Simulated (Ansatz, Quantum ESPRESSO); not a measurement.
LiBe: programs and potentials compared

```
Be Li
1.0
     2.29599    0.00000    0.00000
     0.00000    3.61277    0.00000
    -0.40174    0.00000    5.51353
Be Li
2 2
Cartesian
  0.3890 2.7096 2.3368
  1.5053 0.9032 3.1767
  0.2647 2.7096 4.6597
  1.6296 0.9032 0.8538
```

The cell comes from a database or a generator and needn't be the stable form of this composition.

Alike in all runs: task single point; functional PBE; k mesh 11 × 7 × 5; occupations fermi-dirac, width 0.05 eV; no spin polarisation; no spin-orbit coupling. Pressure is positive in compression and, in plane waves, holds the error of the finite cutoff, which Ansatz's Pulay term estimates and takes out.

| program and potentials | plane-wave cutoff (eV) | notes | pressure (GPa) |
| --- | --- | --- | --- |
| Ansatz, Ansatz PAW | 420 | 2.5 valence electrons an atom on average | -0.16 |
| Ansatz, SPMS NC | 707 | 3.5 valence electrons an atom on average; Pulay term of +0.34 GPa included | 0.03 |
| Quantum ESPRESSO, SSSP 1.3 efficiency PBE | 748 | 3.5 valence electrons an atom on average | -0.02 |
| Ansatz, PseudoDojo stringent (PBE files) | 1442 | 3.5 valence electrons an atom on average; Pulay term of +0.06 GPa included | -0.03 |
| Ansatz, Ansatz PAW (files of its older set among them) | 960 | 3.5 valence electrons an atom on average | -0.16 |
| Ansatz, Ansatz NC | 1800 | 3.5 valence electrons an atom on average | -0.11 |
| Ansatz, JTH PAW | 1170 | 3.5 valence electrons an atom on average; Pulay term of +0.03 GPa included | -0.12 |
| Ansatz, PseudoDojo standard (PBE files) | 1197 | 3.5 valence electrons an atom on average; Pulay term of +0.02 GPa included | 0.05 |

Force on atom 2 (Be), eV/Å:

```tsv
program and potentials	x	y	z
Ansatz, Ansatz PAW	0.000	0.000	0.022
Ansatz, SPMS NC	0.000	0.000	0.025
Quantum ESPRESSO, SSSP 1.3 efficiency PBE	0.000	0.000	0.030
Ansatz, PseudoDojo stringent (PBE files)	0.000	0.000	0.030
Ansatz, Ansatz PAW (files of its older set among them)	0.000	0.000	0.022
Ansatz, Ansatz NC	0.000	0.000	0.025
Ansatz, JTH PAW	0.000	0.000	0.020
Ansatz, PseudoDojo standard (PBE files)	0.000	0.000	0.034
```

The pressure spans -0.16 (Ansatz, Ansatz PAW) to 0.05 GPa (Ansatz, PseudoDojo standard (PBE files)).

Differences between rows come from potentials, basis sets and numerical settings, since the functional is the same but for its coding. Runs on potential files found faulty are left out.
